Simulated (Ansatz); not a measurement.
Clamped-ion strain scan in NbRh

All numbers below come from DFT PBEsol, scalar-relativistic, plane waves, PAW in Ansatz 0.2.0. Cutoff 420 eV, Γ-centred 16×16×12 k-points, Gaussian smearing of 0.15 eV. No spin polarisation. Energies are free energies at this smearing, counted from the undisturbed cell; pressure is positive in compression.

The undisturbed cell (as given, not relaxed at this level; it stands at -0.7 GPa, and it needn't be the usual structure):

```xyz
2
Lattice="2.8420 0.0000 0.0000 0.0000 2.8420 0.0000 0.0000 0.0000 3.8090" Properties=species:S:1:pos:R:3 pbc="T T T"
Nb    0.0000    0.0000    0.0000
Rh    1.4210    1.4210    1.9045
```

The cell is strained by ε times the Voigt pattern (1, -1, 0, 0, 0, 0) (xx, yy, zz, yz, xz, xy; engineering shear) with fractional coordinates fixed. The cell is metallic on the mesh throughout.

| ε | ΔE (meV/atom) |
| --- | --- |
| -0.1000 | 249.4 |
| -0.0500 | 59.4 |
| 0.0000 | 0.0 |
| 0.0125 | 3.4 |
| 0.0250 | 14.2 |
| 0.0375 | 32.8 |
| 0.0625 | 94.1 |
| 0.0750 | 136.9 |
| 0.0875 | 188.4 |

Question: Predict the pressure (GPa) at each point.

Answer:
| ε | pressure (GPa) |
| --- | --- |
| -0.1000 | 8.5 |
| -0.0500 | 1.5 |
| 0.0000 | -0.7 |
| 0.0125 | -0.6 |
| 0.0250 | -0.2 |
| 0.0375 | 0.5 |
| 0.0625 | 2.8 |
| 0.0750 | 4.4 |
| 0.0875 | 6.3 |